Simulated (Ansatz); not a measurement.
**Sc (Fm-3m), two-dimensional strain map**

Theory: DFT PBEsol, scalar-relativistic, plane waves, PAW in Ansatz. Settings: plane waves to 420 eV, k-mesh 18×18×18 (Γ-centred), Gaussian smearing 0.15 eV. No spin polarisation. Energies are free energies at this smearing, counted from the undisturbed cell; pressure is positive in compression.

Reference structure (as given, not relaxed at this level; it stands at 0.5 GPa; this fcc form isn't the usual structure):

```
CELL_PARAMETERS angstrom
0.00000 2.27050 2.27050
2.27050 0.00000 2.27050
2.27050 2.27050 0.00000
ATOMIC_POSITIONS crystal
Sc 0.00000 0.00000 0.00000
```

The cell is strained by p along both x and y and by q along z, fractional coordinates fixed. Points are written (p, q).

p was sampled at -0.050, -0.025, 0.000, 0.025, 0.050 and q at -0.050, -0.025, 0.000, 0.025, 0.050.

Task: Where on the computed points is the energy highest, and how high?

Result: At (-0.050, -0.050): 110.5 meV/atom.

Task: Away from (0, 0), which computed point is lowest?

Result: (0.000, 0.025): 1.7 meV/atom.

The map, in meV/atom:

| p \ q | -0.050 | -0.025 | 0.000 | 0.025 | 0.050 |
| --- | --- | --- | --- | --- | --- |
| -0.050 | 110.5 | 78.1 | 54.5 | 39.1 | 31.2 |
| -0.025 | 50.9 | 28.8 | 14.8 | 8.3 | 8.8 |
| 0.000 | 17.7 | 5.2 | 0.0 | 1.7 | 9.7 |
| 0.025 | 7.6 | 4.0 | 7.1 | 16.3 | 31.3 |
| 0.050 | 17.6 | 22.5 | 33.2 | 49.5 | 70.9 |